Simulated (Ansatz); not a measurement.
CuO:
```
CELL_PARAMETERS angstrom
      2.08662     2.08388     0.00000
     -2.08662     2.08388     0.00000
     -0.00117     0.00000     5.15053
ATOMIC_POSITIONS crystal
  Cu 0.00000 0.50000 0.00000
  Cu 0.50000 0.00000 0.50000
  O  0.49997 0.49997 0.75000
  O  0.50003 0.50003 0.25000
```

Relaxed with PBE.

### Question
Tabulate the valence density and the electron localisation function along the shortest Cu–Cu contact (2.95 Å), PBE (plane waves, PAW; program Ansatz).

### Answer


```
distance from Cu (Å)  density (e/Å³)   ELF
--------------------  --------------  ----
0.29                           30.45  0.73
0.44                           12.23  0.47
0.59                            4.30  0.28
0.74                            1.54  0.18
0.88                            0.59  0.13
1.03                            0.32  0.09
1.18                            0.25  0.09
1.33                            0.22  0.09
1.47                            0.21  0.08
1.62                            0.22  0.09
1.77                            0.25  0.09
1.92                            0.32  0.09
2.06                            0.59  0.13
2.21                            1.54  0.18
2.36                            4.30  0.28
2.51                           12.23  0.47
2.65                           30.45  0.73
```

The density is the valence pseudo-density with augmentation charge, so density and ELF within about 1 Å of a nucleus are not all-electron values.

Space group P4_2/mmc. The workflow started from an entry of the Crystallography Open Database (COD); the relaxed space group is not among those it files for this formula. It is not the phase usual at ambient conditions (space group No. 15). The PBE relaxation kept the symmetry of its start; of distortions, only those at the zone centre were tested. No spin polarisation was allowed. No Hubbard U is applied.

Potentials: the later of the program's two PAW sets.
